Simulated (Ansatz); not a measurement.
Polymorphs of Al2Cu, each relaxed with r²SCAN (plane waves, PAW; program Ansatz):

A: I4/mcm
a = b = 5.997 Å, c = 4.804 Å, α = β = γ = 90.00°

| atom | site | symmetry | x | y | z |
|---|---|---|---|---|---|
| Al | 8h | m.2m | 0.1594 | 0.3406 | 0.0000 |
| Cu | 4a | 422 | 0.0000 | 0.0000 | 0.2500 |

B: fluorite or antifluorite type (Fm-3m)
a = b = c = 5.7344 Å, α = β = γ = 90.00°

| atom | site | symmetry | x | y | z |
|---|---|---|---|---|---|
| Al | 8c | -43m | 0.2500 | 0.2500 | 0.2500 |
| Cu | 4b | m-3m | 0.5000 | 0.5000 | 0.5000 |

Rank these by energy per atom at 0 K (lowest first), as r²SCAN gives it.

B (+0 meV/atom), A (+51 meV/atom)

Not the usual ambient phase: B. All cells were relaxed under the symmetry of their starts (and spin orders); stability against distortions was not tested throughout. Rows with no word on spin ran without spin polarisation.

Energies hold the estimated change up to a 700 eV cutoff; steps of a few meV lie near the error of the meshes.

Potentials: the later of the program's two PAW sets.
